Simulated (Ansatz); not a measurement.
FeBiO3 in space group R3m (No. 160; Fe on 3a, Bi on 3a, O on 9b), PBEsol in the plane-wave PAW code Ansatz. The conduction-band minimum lies at T, with 1 equivalent valley. Second derivatives d²E/dk² of the lowest band at one valley (eV·Å²), along Cartesian directions:

| direction | d²E/dk² |
|---|---|
| [100] | 5.761 |
| [010] | 5.761 |
| [001] | 4.013 |
| [110] | 5.761 |
| [101] | 4.887 |
| [011] | 4.888 |

Find the principal effective masses, the density-of-states mass and the conductivity mass.

Off-diagonal terms follow from H_xy = H[110] − (H_xx + H_yy)/2, and m*/mₑ = 7.620 eV·Å² over each eigenvalue: 1.3, 1.3, 1.9. One valley's DOS mass (m₁m₂m₃)^(1/3) = 1.5, conductivity mass 3/(Σ 1/mᵢ) = 1.5 mₑ.

What effective density of states Nc follows at 300 K for parabolic valleys?

Nc = 2.509e19 × 1 × (1.5)^(3/2) ≈ 4.6e19 cm⁻³.

The first step of the workflow began from a Materials Project structure, measured or hypothetical; the Crystallography Open Database copy checked does not list it. It is not the phase usual at ambient conditions (space group No. 161). The cell was relaxed with PBEsol under the symmetry of its start, as lowered by the spin order. At this level the phase is dynamically unstable (imaginary phonons). The final state is antiferromagnetic, chosen from 5 collinear starts compared on coarse meshes (ties went to the first, and starts can fall back to one state), not a proven ground state. No Hubbard U is applied. Point labels and valley counts follow the cell and symmetry of the run, lower than the named group. Scalar-relativistic: spin–orbit coupling is off unless named, which matters more the heavier the elements.

Potentials: the earlier of the program's two PAW sets.

Edges and masses are those of Kohn–Sham bands, whose gap is no quasiparticle gap.
